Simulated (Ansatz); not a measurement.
A relaxation computed with Ansatz, from input to last step.

```yaml
crystal:
  lattice:
    - [0.0, 5.44370238, -5.44370238]
    - [5.44370238, 5.44370238, 0.0]
    - [5.44370238, 0.0, -5.44370238]
  atoms:
    - { symbol: Si, position: [0.125, 0.125, 0.125] }
    - { symbol: Si, position: [0.125, 0.625, 0.125] }
    - { symbol: Si, position: [0.625, 0.125, 0.125] }
    - { symbol: Si, position: [0.625, 0.625, 0.125] }
    - { symbol: Si, position: [0.125, 0.125, 0.625] }
    - { symbol: Si, position: [0.125, 0.625, 0.625] }
    - { symbol: Si, position: [0.625, 0.125, 0.625] }
    - { symbol: Si, position: [0.625, 0.625, 0.625] }
    - { symbol: Si, position: [0.25, 0.75, 0.25] }
    - { symbol: Si, position: [0.25, 0.25, 0.25] }
    - { symbol: Si, position: [0.75, 0.75, 0.25] }
    - { symbol: Si, position: [0.25, 0.75, 0.75] }
    - { symbol: Si, position: [0.25, 0.25, 0.75] }
    - { symbol: Si, position: [0.75, 0.75, 0.75] }
    - { symbol: Si, position: [0.75, 0.25, 0.75] }
total_charge: 2
basis:
  ecutwfc: 500
  xc_grid: 3
kpoints:
  mp_grid: { grid: [2, 2, 2], shift: [0.0, 0.0, 0.0] }
hamiltonian:
  xc: r2scan
scf:
  occupations: { method: gaussian, width: 0.02 }
output:
  forces: true
  stress: false
  eigenvalues: true
  write_density: true
  write_potential: true
  elf: true
  volumetric_format: npy
relax:
  adjacent_minimum: "off"
  f_tol: 0.02
  max_steps: 60
```

```bash
ansatz run input.yaml --threads 8 --pin off --max-ram 20480MiB --backend cpu --events-out ev --progress --plain --runs-dir out
```

Method: Ansatz, DFT r2SCAN, scalar-relativistic, plane waves, PAW.

The cell holds a point defect: Si vacancy, charge +2.

Of 6 frames 6 are shown, positions in Å and forces in eV/Å; the SCF threshold varies from step to step.

```xyz
15
Lattice="0.0000 5.4437 -5.4437 5.4437 5.4437 0.0000 5.4437 0.0000 -5.4437" Properties=species:S:1:pos:R:3:forces:R:3 pbc="T T T" step=1 free_energy_over_end_meV_per_atom=76.26
Si    1.3609    1.3609   -1.3609   -0.1754    0.1754   -0.1754
Si    4.0828    4.0828   -1.3609    0.1201   -0.1201   -0.1201
Si    1.3609    4.0828   -4.0828   -0.1754   -0.1754    0.1754
Si    4.0828    6.8046   -4.0828    0.1754    0.1754    0.1754
Si    4.0828    1.3609   -4.0828    0.1201    0.1201    0.1201
Si    6.8046    4.0828   -4.0828   -0.1201   -0.1201    0.1201
Si    4.0828    4.0828   -6.8046    0.1754   -0.1754   -0.1754
Si    6.8046    6.8046   -6.8046   -0.1201    0.1201   -0.1201
Si    5.4437    5.4437   -2.7219    0.0000   -0.1287    0.0000
Si    2.7219    2.7219   -2.7219    0.1287    0.0000    0.0000
Si    5.4437    8.1656   -5.4437    0.0000    0.0000   -0.1287
Si    8.1656    5.4437   -5.4437    0.0000    0.0000    0.0000
Si    5.4437    2.7219   -5.4437    0.0000    0.0000    0.1287
Si    8.1656    8.1656   -8.1656   -0.1287    0.0000    0.0000
Si    5.4437    5.4437   -8.1656    0.0000    0.1287    0.0000
15
Lattice="0.0000 5.4437 -5.4437 5.4437 5.4437 0.0000 5.4437 0.0000 -5.4437" Properties=species:S:1:pos:R:3:forces:R:3 pbc="T T T" step=2 free_energy_over_end_meV_per_atom=67.54
Si    1.3279    1.3939   -1.3939   -0.3483    0.3483   -0.3483
Si    4.0878    4.0778   -1.3659   -0.0822    0.0822    0.0822
Si    1.3279    4.0498   -4.0498   -0.3483   -0.3483    0.3483
Si    4.1158    6.8376   -4.0498    0.3483    0.3483    0.3483
Si    4.0878    1.3659   -4.0778   -0.0822   -0.0822   -0.0822
Si    6.7996    4.0778   -4.0778    0.0822    0.0822   -0.0822
Si    4.1158    4.0498   -6.8376    0.3483   -0.3483   -0.3483
Si    6.7996    6.8097   -6.8097    0.0822   -0.0822    0.0822
Si    5.4437    5.4288   -2.7219    0.0000   -0.2167    0.0000
Si    2.7368    2.7219   -2.7219    0.2167    0.0000    0.0000
Si    5.4437    8.1656   -5.4586    0.0000    0.0000   -0.2167
Si    8.1656    5.4437   -5.4437    0.0000    0.0000    0.0000
Si    5.4437    2.7219   -5.4288    0.0000    0.0000    0.2167
Si    8.1506    8.1656   -8.1656   -0.2167    0.0000    0.0000
Si    5.4437    5.4586   -8.1656    0.0000    0.2167    0.0000
15
Lattice="0.0000 5.4437 -5.4437 5.4437 5.4437 0.0000 5.4437 0.0000 -5.4437" Properties=species:S:1:pos:R:3:forces:R:3 pbc="T T T" step=3 free_energy_over_end_meV_per_atom=46.24
Si    1.2494    1.4725   -1.4725   -0.5188    0.5188   -0.5188
Si    4.0905    4.0751   -1.3686   -0.4697    0.4697    0.4697
Si    1.2494    3.9712   -3.9712   -0.5188   -0.5188    0.5188
Si    4.1944    6.9162   -3.9712    0.5188    0.5188    0.5188
Si    4.0905    1.3686   -4.0751   -0.4697   -0.4697   -0.4697
Si    6.7969    4.0751   -4.0751    0.4697    0.4697   -0.4697
Si    4.1944    3.9712   -6.9162    0.5188   -0.5188   -0.5188
Si    6.7969    6.8123   -6.8123    0.4697   -0.4697    0.4697
Si    5.4437    5.3883   -2.7219    0.0000   -0.1936    0.0000
Si    2.7773    2.7219   -2.7219    0.1936    0.0000    0.0000
Si    5.4437    8.1656   -5.4992    0.0000    0.0000   -0.1936
Si    8.1656    5.4437   -5.4437    0.0000    0.0000    0.0000
Si    5.4437    2.7219   -5.3883    0.0000    0.0000    0.1936
Si    8.1101    8.1656   -8.1656   -0.1936    0.0000    0.0000
Si    5.4437    5.4992   -8.1656    0.0000    0.1936    0.0000
15
Lattice="0.0000 5.4437 -5.4437 5.4437 5.4437 0.0000 5.4437 0.0000 -5.4437" Properties=species:S:1:pos:R:3:forces:R:3 pbc="T T T" step=4 free_energy_over_end_meV_per_atom=5.67
Si    1.1346    1.5873   -1.5873   -0.1990    0.1990   -0.1990
Si    4.0582    4.1073   -1.3364    0.0021   -0.0021   -0.0021
Si    1.1346    3.8565   -3.8565   -0.1990   -0.1990    0.1990
Si    4.3091    7.0310   -3.8565    0.1990    0.1990    0.1990
Si    4.0582    1.3364   -4.1073    0.0021    0.0021    0.0021
Si    6.8292    4.1073   -4.1073   -0.0021   -0.0021    0.0021
Si    4.3091    3.8565   -7.0310    0.1990   -0.1990   -0.1990
Si    6.8292    6.7801   -6.7801   -0.0021    0.0021   -0.0021
Si    5.4437    5.3504   -2.7219    0.0000    0.1889    0.0000
Si    2.8152    2.7219   -2.7219   -0.1889    0.0000    0.0000
Si    5.4437    8.1656   -5.5370    0.0000    0.0000    0.1889
Si    8.1656    5.4437   -5.4437    0.0000    0.0000    0.0000
Si    5.4437    2.7219   -5.3504    0.0000    0.0000   -0.1889
Si    8.0722    8.1656   -8.1656    0.1889    0.0000    0.0000
Si    5.4437    5.5370   -8.1656    0.0000   -0.1889    0.0000
15
Lattice="0.0000 5.4437 -5.4437 5.4437 5.4437 0.0000 5.4437 0.0000 -5.4437" Properties=species:S:1:pos:R:3:forces:R:3 pbc="T T T" step=5 free_energy_over_end_meV_per_atom=0.04
Si    1.0673    1.6546   -1.6546   -0.0008    0.0008   -0.0008
Si    4.0580    4.1075   -1.3362   -0.0252    0.0252    0.0252
Si    1.0673    3.7891   -3.7891   -0.0008   -0.0008    0.0008
Si    4.3764    7.0983   -3.7891    0.0008    0.0008    0.0008
Si    4.0580    1.3362   -4.1075   -0.0252   -0.0252   -0.0252
Si    6.8294    4.1075   -4.1075    0.0252    0.0252   -0.0252
Si    4.3764    3.7891   -7.0983    0.0008   -0.0008   -0.0008
Si    6.8294    6.7799   -6.7799    0.0252   -0.0252    0.0252
Si    5.4437    5.3544   -2.7219    0.0000   -0.0526    0.0000
Si    2.8111    2.7219   -2.7219    0.0526    0.0000    0.0000
Si    5.4437    8.1656   -5.5330    0.0000    0.0000   -0.0526
Si    8.1656    5.4437   -5.4437    0.0000    0.0000    0.0000
Si    5.4437    2.7219   -5.3544    0.0000    0.0000    0.0526
Si    8.0763    8.1656   -8.1656   -0.0526    0.0000    0.0000
Si    5.4437    5.5330   -8.1656    0.0000    0.0526    0.0000
15
Lattice="0.0000 5.4437 -5.4437 5.4437 5.4437 0.0000 5.4437 0.0000 -5.4437" Properties=species:S:1:pos:R:3:forces:R:3 pbc="T T T" step=6 free_energy_over_end_meV_per_atom=0.00
Si    1.0661    1.6558   -1.6558   -0.0006    0.0006   -0.0006
Si    4.0563    4.1092   -1.3345    0.0070   -0.0070   -0.0070
Si    1.0661    3.7879   -3.7879   -0.0006   -0.0006    0.0006
Si    4.3776    7.0995   -3.7879    0.0006    0.0006    0.0006
Si    4.0563    1.3345   -4.1092    0.0070    0.0070    0.0070
Si    6.8311    4.1092   -4.1092   -0.0070   -0.0070    0.0070
Si    4.3776    3.7879   -7.0995    0.0006   -0.0006   -0.0006
Si    6.8311    6.7782   -6.7782   -0.0070    0.0070   -0.0070
Si    5.4437    5.3518   -2.7219    0.0000   -0.0049    0.0000
Si    2.8137    2.7219   -2.7219    0.0049    0.0000    0.0000
Si    5.4437    8.1656   -5.5356    0.0000    0.0000   -0.0049
Si    8.1656    5.4437   -5.4437    0.0000    0.0000    0.0000
Si    5.4437    2.7219   -5.3518    0.0000    0.0000    0.0049
Si    8.0737    8.1656   -8.1656   -0.0049    0.0000    0.0000
Si    5.4437    5.5356   -8.1656    0.0000    0.0049    0.0000
```

Time: 84 s on 8 threads of Intel(R) Xeon(R) Processor @ 2.50GHz (Skylake/Cascade Lake), on a shared host, peak memory 1 GiB.